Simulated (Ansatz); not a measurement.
Values for one crystal, relaxed and computed with plane-wave PAW PBEsol (Ansatz code); other levels are named.

```yaml
volume_per_atom: 14.36 Å³
electronic_character: metallic (no gap)
Pressure derivative B′: 4.0
Density of states at the Fermi level: 0.18 states/eV per atom (mean over ±0.08 eV)
Bulk modulus (Birch–Murnaghan fit): 188 GPa
Formation energy from the elements (no fitted shifts): -0.64 eV/atom
```

**Question.** Which of these materials gives this?
(A) SrCoO3, cubic perovskite
(B) MoP2, Cmc2_1 (Mo on 4a, P on 4a, P on 4a)
(C) ZnCdTeSe, P3m1 (Zn on 1a, Cd on 1c, Te on 1a, Se on 1c)
(D) Mn3RhN, anti-perovskite

**Answer.** B, MoP2, Cmc2_1 (Mo on 4a, P on 4a, P on 4a)

The workflow started from a Materials Project entry (that database holds measured and hypothetical structures alike); the Crystallography Open Database copy checked does not list it. Its standing as an ambient phase is unchecked. Symmetry was held in the PBEsol relaxation; its stability against distortions is not shown here. No spin polarisation was allowed. The references are the lowest solids computed at this level, not always the standard phases. Spin–orbit coupling is left out wherever it is not named.

Potentials: the later of the program's two PAW sets.
